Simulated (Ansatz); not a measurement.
## Property card for two-dimensional C

C:
```xyz
2
Lattice="2.4545 0.0000 0.0000 -1.2273 2.1257 0.0000 0.0000 0.0000 26.0000" Properties=species:S:1:pos:R:3 pbc="T T F"
C      0.0000     1.4171    13.0000
C      1.2273     0.7086    13.0000
```
Free-standing layer in the xy plane with vacuum along z and no interaction between images.

Method: r²SCAN+D4 in the plane-wave PAW code Ansatz. Lattice and atoms are relaxed at this level; other levels are named.

**Structure**

```yaml
In-plane lattice: a = 2.455 Å
distance_between_the_outermost_nuclei: 0.00 Å
exfoliation_energy_from_the_relaxed_bulk_parent: 21 meV/Å²
```

**Electronic structure**

```yaml
electronic_character: no gap, with almost no states at the Fermi level
work_function: 4.25 eV
```

**Phonons**

```yaml
highest_zone_centre_frequency: 1590 cm^-1
Dynamical stability at Γ: no clearly imaginary mode
```

Space group P6/mmm (graphene). A layer that has been made, often on a substrate. It is flat by the symmetry kept. Symmetry was held in the r²SCAN+D4 relaxation. As this level gives no gap, phonon frequencies hold no LO–TO term and depend on the k-mesh and smearing (Fermi–Dirac, 0.1 eV here).

Potentials: the later of the program's two PAW sets.
